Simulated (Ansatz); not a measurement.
MoW:
```cif
data_Mo4W4
_chemical_formula_sum 'Mo4 W4'
_space_group_name_H-M_alt 'Fm-3m'
_space_group_IT_number 225
_space_group_name_Hall '-F 4 2 3'
_cell_length_a 5.17968
_cell_length_b 5.17968
_cell_length_c 5.17968
_cell_angle_alpha 90.000
_cell_angle_beta 90.000
_cell_angle_gamma 90.000
loop_
_atom_site_label
_atom_site_type_symbol
_atom_site_symmetry_multiplicity
_atom_site_Wyckoff_symbol
_atom_site_fract_x
_atom_site_fract_y
_atom_site_fract_z
_atom_site_occupancy
Mo1 Mo 4 a 0.00000 0.00000 0.00000 1
W1 W 4 b 0.50000 0.50000 0.50000 1
```
(The calculation used a cell of 2 atoms; values per cell refer to that cell.)

Relaxed with PBEsol.

Task: Decompose the optical modes at the zone centre into irreducible representations, and say which are infrared and Raman allowed.

Result: Point group m-3m: Γ_opt = T1u. Infrared: T1u. Raman: none.

Task: Assign frequencies (DFPT, the program Ansatz at the PBEsol level (PAW)).

Result: T1u 187 cm⁻¹.

The start of the workflow was typed in or built on a structure type; neither database checked (COD, Materials Project) lists it. Whether it is the stable phase at ambient conditions was not checked. Symmetry was held in the PBEsol relaxation. At this level the phase is mechanically unstable. No spin polarisation was allowed. Its formation energy is positive at this level, so the cell may be metastable or incomplete. As this level gives no gap, phonon frequencies hold no LO–TO term and depend on the k-mesh and smearing (Fermi–Dirac, 0.1 eV here). Spin–orbit coupling is left out wherever it is not named.

Potentials: the later of the program's two PAW sets.
